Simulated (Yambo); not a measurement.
A G0W0@LDA run in Yambo for CoP2 (space group P2_1/c, No. 14) (2×2×2 Γ-centred k mesh, bands 17 to 312 and a 8 Ry block in the screening, 312 bands in G with the Bruneval-Gonze terminator, plasmon pole fitted at 27.2 eV) gives these matrix elements, in eV, at the band edges ((-0.5, 0, 0) → (-0.5, 0, 0)):

```tsv
state	E0	<Vxc>	<Σx>	<Σc(E0)>	Z
valence edge	0.000	-18.340	-20.691	2.406	0.760
conduction edge	0.478	-25.425	-24.002	-0.694	0.727
```

Task: Solve the linearised quasiparticle equation for both states, give the gap, and say how exchange and correlation each act on it.

Result: E = E0 + Z(Σx + Σc − Vxc). Valence: 0.000 + 0.760 × (-20.691 + (2.406) − (-18.340)) = 0.04 eV. Conduction: 0.478 + 0.727 × (-24.002 + (-0.694) − (-25.425)) = 1.01 eV. The gap is 0.96 eV, against 0.48 eV in LDA. Replacing Vxc by bare exchange alone would open it by 3.77 eV; correlation takes back 3.10 eV of that, and Z scales what is left. Nearest settings tried, and what they do to the gap: 208 bands in G: -15 meV; 208 bands in W, 208 bands in G: -40 meV; 7 Ry block (331 vectors against 403): -15 meV. Not varied: mesh. So the settings aren't converged at that level. The k mesh is coarse. Among the k points computed, the smallest G0W0 gap is 0.90 eV, (-0.5, 0, 0) → Γ. 

Geometry of the Materials Project entry, not relaxed at this level; primitive cell a = 5.514 Å, b = 5.520 Å, c = 5.583 Å, α = 90.00°, β = 114.33°, γ = 90.00°.

The structure is a Materials Project entry; no match was found in the copy of COD used, and its stability was not checked.

The runs are not spin-polarised; magnetic order was not tried.
